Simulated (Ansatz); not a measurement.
Input:

BaZrO3 (cubic perovskite)

```
BaZrO3
1.0
    4.18056     0.00000     0.00000
    0.00000     4.18056     0.00000
    0.00000     0.00000     4.18056
Ba Zr O
1 1 3
Direct
  0.00000   0.00000   0.00000
  0.50000   0.50000   0.50000
  0.00000   0.50000   0.50000
  0.50000   0.50000   0.00000
  0.50000   0.00000   0.50000
```

E(V) scan at fixed shape, V₀ the volume above. Symmetry pins the atoms to their sites.

The numbers are results of PBEsol (plane waves to 420 eV, PAW, scalar-relativistic; Ansatz, a first-principles code), not measurements. k mesh 8×8×8 (Γ-centred), Fermi-Dirac smearing 0.05 eV. E stands for the smeared free energy. Stress and pressure are positive under compression. BaZrO3 is run without spin polarisation. BaZrO3 was relaxed with its symmetry unable to fall. ΔE is measured from the relaxed starting cell.

The scan covers V/V₀ from 0.840 to 1.160 in 11 points.

Q: What is ΔE at V/V₀ = 1.160?

A: 145.1 meV/atom.

Q: What pressure does the cell carry at V/V₀ = 0.840?

A: 41.7 GPa.

Q: What is ΔE at V/V₀ = 0.840?

A: 260.4 meV/atom.

(A scan under strain: stresses follow from slopes of the energy per volume, elastic moduli from its curvatures.)
